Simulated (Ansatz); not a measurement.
## Relaxing a structure of WC

The start is a relaxed WC cell, doubled along one cell vector, shaken by Gaussian noise of σ = 0.08 Å a coordinate. Cell shape, volume and atoms are optimised at zero target pressure with r2SCAN (plane waves to 500 eV, PAW, scalar-relativistic; Ansatz, a program for electronic structure). The first steps use a coarse 8×4×3 k-mesh.

Initial structure:
```yaml
crystal:
  lattice:
    - [2.99253, 0.00000, 0.00000]
    - [0.00000, 5.99936, 0.00000]
    - [0.00000, 0.00000, 7.33099]
  atoms:
    - { symbol: C, position: [0.98524, 0.23831, 0.49842] }
    - { symbol: C, position: [0.05399, 0.76435, 0.49896] }
    - { symbol: C, position: [0.98918, 0.99760, 0.48246] }
    - { symbol: C, position: [0.02454, 0.49885, 0.49683] }
    - { symbol: C, position: [0.51428, 0.98444, 0.03615] }
    - { symbol: C, position: [0.45665, 0.50272, 0.00302] }
    - { symbol: W, position: [0.50215, 0.97221, 0.73500] }
    - { symbol: W, position: [0.49837, 0.46966, 0.71925] }
    - { symbol: W, position: [0.48090, 0.99430, 0.27917] }
    - { symbol: W, position: [0.49443, 0.51905, 0.28859] }
    - { symbol: W, position: [0.99375, 0.24295, 0.02348] }
    - { symbol: W, position: [0.00677, 0.74306, 0.99716] }
```

What pressure does the first self-consistent step give?

+6 GPa (positive: the cell is compressed).

What is the largest force in the starting geometry, and on which atom (counted from 1)?

About 7.4 eV/Å, on C5 (atoms numbered as listed).

How much energy is released per atom?

0.70 eV/atom.

How does the volume per atom move from start to end?

+1.7 %, from 10.97 to 11.16 Å³/atom.

How do the shortest distances between atoms change?

The closest pairs of elements (up to four, under 3.6 Å), start → end: C–C 1.42 → 1.46 Å; C–W 1.79 → 2.08 Å; W–W 2.79 → 2.82 Å.

Is the relaxed structure metallic? Give its gap.

No gap (metallic).

Write out the relaxed structure.


```cif
data_C6W6
_chemical_formula_sum 'C6 W6'
_space_group_name_H-M_alt 'Pm'
_space_group_IT_number 6
_space_group_name_Hall 'P -2y'
_cell_length_a 3.00869
_cell_length_b 6.11723
_cell_length_c 7.27648
_cell_angle_alpha 90.000
_cell_angle_beta 90.628
_cell_angle_gamma 90.000
loop_
_space_group_symop_operation_xyz
  'x, y, z'
  'x, -y, z'
loop_
_atom_site_label
_atom_site_type_symbol
_atom_site_symmetry_multiplicity
_atom_site_Wyckoff_symbol
_atom_site_fract_x
_atom_site_fract_y
_atom_site_fract_z
_atom_site_occupancy
C1 C 1 a 0.97683 0.00000 0.73070 1
C2 C 1 b 0.22387 0.50000 0.48656 1
C3 C 2 c 0.98996 0.29178 0.47731 1
C4 C 2 c 0.48439 0.25109 0.98594 1
W1 W 2 c 0.46631 0.24345 0.68945 1
W2 W 2 c 0.47108 0.26499 0.27099 1
W3 W 1 a 0.99012 0.00000 0.02102 1
W4 W 1 b 0.98568 0.50000 0.97271 1
```

Final values are on a 15×8×7 k-mesh of the relaxed cell. No spin polarisation in the result.

The relaxed structure here is a generated cell of WC: the first start was made by a random draw of sites in a space group, and the end was not matched to a known phase here, so it may be hypothetical. Known forms of WC include space group No. 187.
